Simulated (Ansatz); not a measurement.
According to the program Ansatz at the r²SCAN+D4 level (PAW), GaN in the hexagonal phase (P6_422; Ga on 3d, N on 3c) relaxes to a = 3.112 Å, c = 7.351 Å. Against the elements it lies at -317 meV/atom, with no fitted shifts.

It is gapped at this level: 1.98 eV (indirect). The valence maximum lies at A and the conduction minimum at Γ. The screened hybrid HSE06 puts the gap at 2.76 eV. Gap from r²SCAN+D4 with spin–orbit coupling: 1.98 eV. The electron mass is 0.15, 0.15, 0.17 mₑ (principal values). The hole mass is 0.46, 0.46, 1.0 mₑ (principal values).

The bulk modulus is 2120 kbar. The relaxed-ion elastic constants in GPa are C11 = 377, C12 = 114, C13 = 117, C33 = 496, C44 = 136. The elastic constants imply a Debye temperature near 690 K. Bader charges are Ga +1.64, N -1.64 e.

The start of the workflow was typed in or built on a structure type; neither database checked (COD, Materials Project) lists it. It is not the phase usual at ambient conditions (space group No. 186, 216). The cell was relaxed with r²SCAN+D4 under the symmetry of its start; its stability against distortions is not shown here. The volume moved by -23 % from the start of the relaxation. The references are the lowest solids computed at this level, not always the standard phases (solids in place of the gases). Scalar-relativistic: spin–orbit coupling is off unless named, which matters more the heavier the elements.

Potentials: the later of the program's two PAW sets.
